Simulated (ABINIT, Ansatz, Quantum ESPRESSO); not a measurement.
## One calculation of LiCaF3, 3 ways

```
Ca F Li
1.0
     3.76124    0.00000    0.00000
     0.00000    3.76124    0.00000
     0.00000    0.00000    3.76124
Ca F Li
1 3 1
Cartesian
  0.0000 0.0000 0.0000
  1.8806 0.0000 1.8806
  1.8806 1.8806 0.0000
  0.0000 1.8806 1.8806
  1.8806 1.8806 1.8806
```

The cell comes from a database or a generator and needn't be the stable form of this composition.

Alike in all runs: task single point; functional PBE; k mesh 7 × 7 × 7; occupations fermi-dirac, width 0.05 eV; no spin polarisation; no spin-orbit coupling. Pressure is positive in compression and, in plane waves, holds the error of the finite cutoff, which Ansatz's Pulay term estimates and takes out.

| program and potentials | plane-wave cutoff (eV) | notes | pressure (GPa) |
| --- | --- | --- | --- |
| Ansatz, Ansatz PAW | 420 | Pulay term of +0.67 GPa included | -0.01 |
| ABINIT, JTH PAW PBE v2.0 | 626 | - | -0.15 |
| Quantum ESPRESSO, SSSP 1.3 efficiency PBE | 748 | - | -0.12 |

The pressure spans -0.15 (ABINIT, JTH PAW PBE v2.0) to -0.01 GPa (Ansatz, Ansatz PAW).

The functional is the same throughout but for its coding, so the spread measures potentials, basis and numerics; runs on potential files found faulty are left out.
